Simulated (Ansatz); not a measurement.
PtW:
```yaml
crystal:
  lattice:
    - [2.74307, 0.00000, 0.00000]
    - [0.00000, 2.74307, 0.00000]
    - [0.00000, 0.00000, 4.14269]
  atoms:
    - { symbol: Pt, position: [0.00000, 0.00000, 0.00000] }
    - { symbol: W, position: [0.50000, 0.50000, 0.50000] }
```

Relaxed with PBE. Special points in fractions of this cell's reciprocal vectors: Γ (0.000, 0.000, 0.000); X (0.000, 0.500, 0.000); M (0.500, 0.500, 0.000); Z (0.000, 0.000, 0.500); R (0.000, 0.500, 0.500); A (0.500, 0.500, 0.500).

### Question
List the band energies nearest the Fermi level at these points for PBE with spin–orbit coupling in the plane-wave PAW code Ansatz.

### Answer
In eV from the Fermi level; about four levels below and three above (degenerate sets whole), none deeper than 8.9 eV; points with the same levels are listed once.

```csv
k,below,above
Γ,-1.47 -1.47 -0.94 -0.94,0.65 0.65 2.85 2.85
X,-2.81 -2.81 -2.34 -2.34,0.36 0.36 1.54 1.54
M,-6.56 -6.56 -0.18 -0.18,0.04 0.04 1.64 1.64
Z,-1.53 -1.53 -1.35 -1.35,1.05 1.05 1.40 1.40
R,-1.05 -1.05 -0.45 -0.45,0.28 0.28 1.75 1.75
A,-3.01 -3.01 -0.07 -0.07,0.66 0.66 5.95 5.95
```

Space group P4/mmm (L1₀ or tetragonal B2). The start of the workflow was typed in or built on a structure type; neither database checked (COD, Materials Project) lists it. Its standing as an ambient phase is unchecked. Symmetry was held in the PBE relaxation; whether a distortion lowers the energy is not shown. No spin polarisation was allowed.

Potentials: the earlier of the program's two PAW sets.
